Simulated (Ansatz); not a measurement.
ZnCu2SnS4:
```
ZnCu2SnS4
1.0
   -2.70232     2.70232     5.42594
    2.70232    -2.70232     5.42594
    2.70232     2.70232    -5.42594
Zn Cu Sn S
1 2 1 4
Direct
  0.00000   0.00000   0.00000
  0.25000   0.75000   0.50000
  0.75000   0.25000   0.50000
  0.50000   0.50000   0.00000
  0.89044   0.37529   0.00000
  0.62471   0.62471   0.51515
  0.37529   0.89044   0.00000
  0.10956   0.10956   0.48485
```

Relaxed with r²SCAN.

Task: Give the Bader charges and basin volumes of the independent atoms, plane-wave PAW r²SCAN (Ansatz code).

Result: 

```
atom  Bader charge (e)  Bader volume (Å³)
----  ----------------  -----------------
Zn1              +0.95               13.2
Cu2              +0.53               13.9
Sn4              +1.53               18.6
S5               -0.89               24.7
```

Space group I-42m. The workflow started from a Materials Project entry (that database holds measured and hypothetical structures alike); the Crystallography Open Database copy checked does not list it. It is not the phase usual at ambient conditions (space group No. 82). The r²SCAN relaxation kept the symmetry of its start; whether a distortion lowers the energy is not shown. No spin polarisation was allowed. Scalar-relativistic: spin–orbit coupling is off unless named, which matters more the heavier the elements.

Potentials: the later of the program's two PAW sets.
